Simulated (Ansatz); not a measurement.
MgTe (wurtzite)

```
MgTe
1.0
    4.56033     0.00000     0.00000
   -2.28016     3.94936     0.00000
    0.00000     0.00000     7.41352
Mg Te
2 2
Cartesian
  2.28016   1.31645   0.00717
  0.00000   2.63291   3.71393
  2.28016   1.31645   4.62776
  0.00000   2.63291   0.92100
```

Equation-of-state scan: isotropic scaling of the cell above, V₀ being its volume. The atoms relax within the cell's symmetry.

Calculation: PBEsol (plane waves to 420 eV, PAW, scalar-relativistic; Ansatz, a program for electronic structure). k mesh 9×9×5 (Γ-centred), Fermi-Dirac smearing 0.05 eV. The energy includes the smearing's −TS. Stress and pressure are positive under compression. With the shape held, the modulus is that of even scaling; a crystal free to change shape is softer. MgTe was relaxed with its symmetry unable to fall. Spin-orbit coupling is left out, though Te is heavy. ΔE is measured from the relaxed starting cell.

```
V/V₀   ΔE (eV/atom)  P (GPa)
-----  ------------  -------
0.940        0.0151     2.54
0.950        0.0103     2.06
0.960        0.0065     1.61
0.970        0.0036     1.17
0.980        0.0016     0.76
0.990        0.0004     0.37
1.000        0.0000     0.00
1.010        0.0004    -0.35
1.020        0.0015    -0.69
1.030        0.0032    -1.00
1.040        0.0056    -1.31
1.050        0.0086    -1.59
1.060        0.0123    -1.87
```

Key numbers:

The pressure at the smallest volume comes out as 2.54 GPa, the energy cost of the largest compression comes out as 15.1 meV/atom and the energy cost of the largest expansion comes out as 12.3 meV/atom. The bulk modulus at fixed cell shape B₀ (third-order Birch-Murnaghan fit) is 36.1 GPa and the pressure derivative B₀′ (fit) is 4.1. The equilibrium volume of the fit is 33.38 Å³/atom and the pressure for 5 % compression (fit) is 2.1 GPa.

(A scan under strain: stresses follow from slopes of the energy per volume, elastic moduli from its curvatures.)
